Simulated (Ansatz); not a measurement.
One structure type, 3 elements: Ba5Ge2N6, Ba5Hf2N6, Ba5Zr2N6

The numbers come from a DFT calculation in Ansatz (r2SCAN, plane waves and PAW, scalar-relativistic, 500 eV cutoff). The cells come from the Materials Project (computed, not necessarily observed phases), with the atoms as given. Calculated pressures reach 3 GPa in size and forces 0.3 eV/Å in them. Spin–orbit coupling is left out, which moves gradients at and beside heavy atoms (Ba, Hf) by some per cent and at some sites by far more. All compounds take space group C2/c with the same Wyckoff sites and nearly the same cell shape, and differ in the element M (Ge, Hf, Zr). Sites are named by their Wyckoff letter. V_zz in 10²¹ V/m².

```tsv
M	compound	source	cell edges (Å)	first shell of Ba on e	Ba on e: V_zz (η)	M on f: V_zz (η)
Ge	Ba5Ge2N6	MP	10.782, 7.157, 14.378; β = 99.4°	6 N at 2.67–3.28 Å; also 2 Ba at 3.67 Å	?	?
Hf	Ba5Hf2N6	MP	11.267, 7.476, 14.964; β = 96.4°	2 N at 2.64 Å, angle 114°	10.32 (0.85)	32.4 (0.60)
Zr	Ba5Zr2N6	MP	11.321, 7.537, 14.999; β = 96.3°	2 N at 2.63 Å, angle 114°	9.53 (0.94)	13.03 (0.72)
```

Task: Estimate the values withheld for Ba5Ge2N6.

Result: Ba on e: -13.74 (0.86); Ge on f: 7.67 (0.71). Where η is near 1 the sign of V_zz means little.

The crystals are a selection from a larger pool of database entries, not a random sample of it.
